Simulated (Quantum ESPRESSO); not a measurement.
In3TiO5N, convergence and cost over cutoff and k mesh

Computed values, not a measurement. The program is pw.x of Quantum ESPRESSO 7.5 (plane-wave density functional theory). The cell is made up: 10 atoms on a corundum lattice, with randomly drawn elements, strain and displacements, not relaxed. PseudoDojo standard norm-conserving files (v0.5 for PBE, v0.4.1 for LDA and PBEsol) set the functional; there is no spin polarisation, spin-orbit coupling or dispersion term, and the masses in the input are unused placeholders.

Input of the run in row 4:

```
&control calculation='scf', pseudo_dir='./dojo.nc.sr.pbe.v0_5.standard.upf', outdir='./o', disk_io='low', tprnfor=.true., tstress=.true. /
&system ibrav=0, nat=10, ntyp=4, nbnd=49, ecutwfc=84.00895049, nosym=.true., tot_charge=0,
 occupations='smearing', smearing='fd', degauss=0.0018374661
/
&electrons conv_thr=7.350e-09, electron_maxstep=60, /
ATOMIC_SPECIES
In 1.0 In.upf
N 1.0 N.upf
O 1.0 O.upf
Ti 1.0 Ti.upf
CELL_PARAMETERS angstrom
2.7401 1.6096 4.9397
-2.7458 1.6204 4.9394
0.0065 -3.2277 4.9388
ATOMIC_POSITIONS angstrom
In -0.0083 -0.142 5.2741
In 0.0891 -0.0786 2.1394
In 0.0636 -0.0876 9.5915
Ti -0.0317 -0.0508 12.5927
O -1.1401 1.7795 8.6552
O -0.8647 -1.7508 8.5137
O 2.0421 0.1085 8.592
N 0.9576 -1.6279 6.0569
O 0.7099 1.7799 6.1415
O -1.9061 -0.1278 6.1484
K_POINTS automatic
5 5 5 1 1 1
```

The same cell was run at these settings. Meshes are shifted by half a step, and differences are from the last row, which is itself not exact.

```
cutoff (eV)     k mesh  k points solved  threshold (eV)  free energy less the last row's (eV)  pressure (GPa)  largest stress difference (GPa)  largest force difference (eV/Å)  iterations  wall time (s)  k-point pools        processor
        800  2 x 2 x 2                4           1e-04                                 1.047          -12.78                            10.16                            0.072          12             18              4  AMD EPYC, older
       1143  1 x 1 x 1                1           1e-07                                -0.845           -4.34                             3.42                            0.418          17             35              4  AMD EPYC, older
        617  5 x 5 x 5               63           1e-07                                13.048          -86.99                            84.39                            0.305          16            113              4  AMD EPYC, older
       1143  5 x 5 x 5               63           1e-07                                 0.003           -2.92                             0.03                            0.001          16            278              4  AMD EPYC, older
       1437  7 x 7 x 7              172           1e-07                                 0.000           -2.90                             0.00                            0.000          16           1016              4  AMD EPYC, older
```

Each pool is one process. Wall times include start-up and a band step at six k points, which weighs most on the coarsest meshes. The runs were on shared virtual cores whose load varied, so times are rough.